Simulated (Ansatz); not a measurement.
Given:

Si2Ni:
Space group I4/mcm (No. 140); a = b = 5.551 Å, c = 4.891 Å, α = β = γ = 90.00°

```csv
atom,site,symmetry,x,y,z
Si,8h,m.2m,0.3452,0.1548,0.0000
Ni,4a,422,0.0000,0.0000,0.2500
```
(The calculation used a cell of 6 atoms; values per cell refer to that cell.)

This is the PBE-relaxed structure.

Q: All from plane-wave PAW PBE (Ansatz code), unless another level is named. Estimate the electronic character.

A: metallic (no gap).

Q: What about the density of states at the Fermi level?

A: 0.31 states/eV per atom (mean over ±0.08 eV).

Q: And the formation energy from the elements (no fitted shifts)?

A: -0.22 eV/atom.

The cell is a constructed one: a structure type filled with these elements; neither database checked (COD, Materials Project) lists it. It is not the phase usual at ambient conditions (space group No. 225). Symmetry was held in the PBE relaxation; whether a distortion lowers the energy is not shown. The workflow began spin-polarised and lost its moments. The references are the lowest solids computed at this level, not always the standard phases.

Potentials: the later of the program's two PAW sets.
